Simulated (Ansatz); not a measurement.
SrTiO3 (cubic perovskite, Pm-3m) under volume change, PBE (plane waves, PAW; program Ansatz), scaled uniformly.

```
V (Å³/atom)  E − E(relaxed) (meV/atom)  P (GPa)
-----------  -------------------------  -------
11.102                            62.2    19.76
11.468                            26.1    12.08
11.834                             6.2     5.55
12.200                             0.0     0.00
12.566                             5.5    -4.72
12.932                            21.0    -8.73
13.298                            45.0   -12.15
```

**Question.** What does a third-order Birch–Murnaghan fit give for V₀, B₀ and B′?

**Answer.** V₀ = 12.20 Å³/atom, B₀ = 170 GPa, B′ = 4.4.

The PBE relaxation kept the symmetry of its start. The run is not spin-polarised.

Potentials: the later of the program's two PAW sets.
